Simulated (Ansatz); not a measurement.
**Field gradients of CdPtC₆N₆ from run to run**

Cell of run 1: a structure deposited in the COD, atoms as given.

Space group Fm-3m (No. 225); a = 10.9380 Å.

| site | Wyckoff | site symmetry | x | y | z |
| --- | --- | --- | --- | --- | --- |
| Cd | 4b | m-3m | 0.5000 | 0.5000 | 0.5000 |
| Pt | 4a | m-3m | 0.0000 | 0.0000 | 0.0000 |
| C | 24e | 4m.m | 0.5000 | 0.5000 | 0.8145 |
| N | 24e | 4m.m | 0.5000 | 0.5000 | 0.7140 |

One atom of each set is listed; the run and its k-mesh use a cell of 14 atoms with edges of 7.73, 7.73, 7.73 Å.

Relaxed positions (PBE, cell held):

Cd (0.5000, 0.5000, 0.5000)
Pt (0.0000, 0.0000, 0.0000)
C (0.5000, 0.5000, 0.8167)
N (0.5000, 0.5000, 0.7109)

All runs are DFT with Ansatz 0.2.0 (plane waves and PAW, scalar-relativistic unless spin–orbit coupling is named, Γ-centred meshes, Fermi–Dirac smearing where given) in this cell.

Run 1: PBE, atoms as given; 420 eV, 5×5×5 k-points, smearing 0.05 eV.
Run 2: PBE, atoms relaxed; 420 eV, 5×5×5 k-points, smearing 0.05 eV.
Run 3: r2SCAN, at the relaxed atoms; 500 eV, 5×5×5 k-points, smearing 0.05 eV.
Run 4: PBE with spin–orbit coupling, at the relaxed atoms; 420 eV, 5×5×5 k-points, smearing 0.05 eV.

```
run    C V_zz (η)    N V_zz (η)
  1  -4.01 (0.00)  -7.01 (0.00)
  2  -3.82 (0.00)  -5.88 (0.00)
  3  -4.18 (0.00)  -6.16 (0.00)
  4             ?             ?
```

V_zz in 10²¹ V/m²; 2 of the 4 sets of like atoms are followed.

(1) Estimate the row of run 4.

## Answers

(1) C: -3.82 (0.00); N: -5.88 (0.00). It lies nearest to run 2, from whose tensors on these sites it differs by 0.01 at most (largest principal value of the difference). Taken one at a time, the positions of the atoms (as given or relaxed) move the tensors on these sites by up to 1.13 (largest principal value of the change, on N), the functional (r2SCAN with its higher cutoff) by 0.36 (C), spin–orbit coupling by 0.01.

The database entry as given showed forces above 3 eV/Å or a pressure above 30 GPa, though relaxing it moves no atom far. In runs 1, 3 the atoms aren't at the calculated equilibrium (largest force 8.5, 0.86 eV/Å). The cell isn't the equilibrium one in run 1 (calculated pressure 9 GPa), and the entry's cell may itself be off.
